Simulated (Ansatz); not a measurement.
**Mg (Fm-3m), clamped-ion strain scan**

Method: Ansatz, DFT LDA, scalar-relativistic, plane waves, PAW. The runs took a 420 eV cutoff, a Γ-centred 18×18×18 mesh and Gaussian smearing (0.15 eV). No spin polarisation. Energies are free energies at this smearing, counted from the undisturbed cell; pressure is positive in compression.

Zero of the scan (as given, not relaxed at this level; it stands at -1.3 GPa; this fcc form isn't the usual structure):

```
Mg
1.0
     0.00000    2.24426    2.24426
     2.24426    0.00000    2.24426
     2.24426    2.24426    0.00000
Mg
1
Direct
  0.00000 0.00000 0.00000
```

The cell is strained by ε times the Voigt pattern (1, 1, 0, 0, 0, 0) (xx, yy, zz, yz, xz, xy; engineering shear) with fractional coordinates fixed. The cell is metallic on the mesh throughout.

| ε | ΔE (meV/atom) |
| --- | --- |
| -0.1500 | 303.9 |
| -0.1125 | 139.0 |
| -0.0750 | 43.7 |
| -0.0375 | 1.8 |
| 0.0000 | 0.0 |
| 0.0375 | 27.2 |
| 0.0750 | 76.1 |
| 0.1125 | 141.7 |
| 0.1312 | 179.0 |
| 0.1500 | 218.5 |

(1) Predict the stress summed along the pattern (GPa, tension positive) at each point.

Results:

(1)
```
      ε  stress summed along the pattern (GPa, tension positive)
-0.1500                                                   -45.61
-0.1125                                                   -27.22
-0.0750                                                   -13.44
-0.0375                                                    -3.87
 0.0000                                                     2.67
 0.0375                                                     7.13
 0.0750                                                    10.18
 0.1125                                                    12.28
 0.1312                                                    12.86
 0.1500                                                    13.22
```